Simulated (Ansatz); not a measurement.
BN (zinc blende, space group No. 216), the program Ansatz at the PBE level (PAW). The conduction-band minimum lies at X, with 3 equivalent valleys. Second derivatives d²E/dk² of the lowest band at one valley (eV·Å²), along Cartesian directions:

| direction | d²E/dk² |
|---|---|
| [100] | 8.335 |
| [010] | 25.40 |
| [001] | 25.40 |
| [110] | 16.87 |
| [101] | 16.87 |
| [011] | 25.40 |

Task: Find the principal effective masses, the density-of-states mass and the conductivity mass.

Result: Off-diagonal terms follow from H_xy = H[110] − (H_xx + H_yy)/2, and m*/mₑ = 7.620 eV·Å² over each eigenvalue: 0.30, 0.30, 0.91. One valley's DOS mass (m₁m₂m₃)^(1/3) = 0.43, conductivity mass 3/(Σ 1/mᵢ) = 0.39 mₑ.

Task: What effective density of states Nc follows at 300 K for parabolic valleys?

Result: Nc = 2.509e19 × 3 × (0.43)^(3/2) ≈ 2.1e19 cm⁻³.

Space group F-43m (zinc blende). The cell was relaxed with PBE under the symmetry of its start.

Potentials: the earlier of the program's two PAW sets.

Edges and masses are those of Kohn–Sham bands, whose gap is no quasiparticle gap.
